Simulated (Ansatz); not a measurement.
Strain response of KP2Rh2

These are results of DFT r2SCAN, scalar-relativistic, plane waves, PAW (Ansatz 0.2.0), not measurements. Run with 500 eV cutoff, 10×10×4 k-mesh, Gaussian smearing of 0.10 eV, no spin polarisation.

Starting point, cell and atoms relaxed:

```xyz
10
Lattice="3.9011 0.0000 0.0000 0.0000 3.9011 0.0000 0.0000 0.0000 13.1655" Properties=species:S:1:pos:R:3 pbc="T T T"
K     0.0000    0.0000    0.0000
K     1.9506    1.9506    6.5828
P     0.0000    0.0000    4.5588
P     1.9506    1.9506    2.0240
P     1.9506    1.9506   11.1416
P     0.0000    0.0000    8.6067
Rh    0.0000    1.9506    3.2914
Rh    1.9506    0.0000    3.2914
Rh    1.9506    0.0000    9.8741
Rh    0.0000    1.9506    9.8741
```

Deformation: uniaxial strain along c, with the lengths of a and b and the atoms relaxed and the angles held, all within the symmetry that the strain leaves. Energies are extrapolated to zero smearing.

(1) Give the structure at -1.5 %.

Answers

(1)
```xyz
10
Lattice="3.9051 0.0000 0.0000 0.0000 3.9051 0.0000 0.0000 0.0000 12.9680" Properties=species:S:1:pos:R:3 pbc="T T T"
K     0.0000    0.0000    0.0000
K     1.9525    1.9525    6.4840
P     0.0000    0.0000    4.5063
P     1.9525    1.9525    1.9778
P     1.9525    1.9525   10.9903
P     0.0000    0.0000    8.4618
Rh    0.0000    1.9525    3.2420
Rh    1.9525    0.0000    3.2420
Rh    1.9525    0.0000    9.7260
Rh    0.0000    1.9525    9.7260
```
Space group I4/mmm (139), 0.8 meV/atom over the relaxed crystal.

Cost: 3 runs of about 16 core-minutes in all, on Arm Neoverse V1 (shared hosts).